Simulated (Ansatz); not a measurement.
Input:

CdTe (zinc blende), conventional cell a = b = c = 6.5576 Å, α = β = γ = 90.00°. The calculation uses the primitive cell of 2 atoms, to which meshes and values per cell refer.

This relaxed cell (volume V₀) is scaled evenly in all directions, its shape held. Symmetry pins the atoms to their sites.

Level of theory: r2SCAN (plane waves to 500 eV, PAW, scalar-relativistic; Ansatz, a program for electronic structure). k mesh 9×9×9 (Γ-centred), Fermi-Dirac smearing 0.05 eV. The energy includes the smearing's −TS. Stress and pressure are positive under compression. CdTe was relaxed with its symmetry unable to fall. Spin-orbit coupling is left out, though Te is heavy. ΔE is measured from the relaxed starting cell.

The scan covers V/V₀ from 0.840 to 1.160 in 9 points.

What is the fitted pressure derivative B₀′?

4.6.

What bulk modulus B₀ follows from a third-order Birch-Murnaghan fit?

40.3 GPa.

(A scan under strain: stresses follow from slopes of the energy per volume, elastic moduli from its curvatures.)
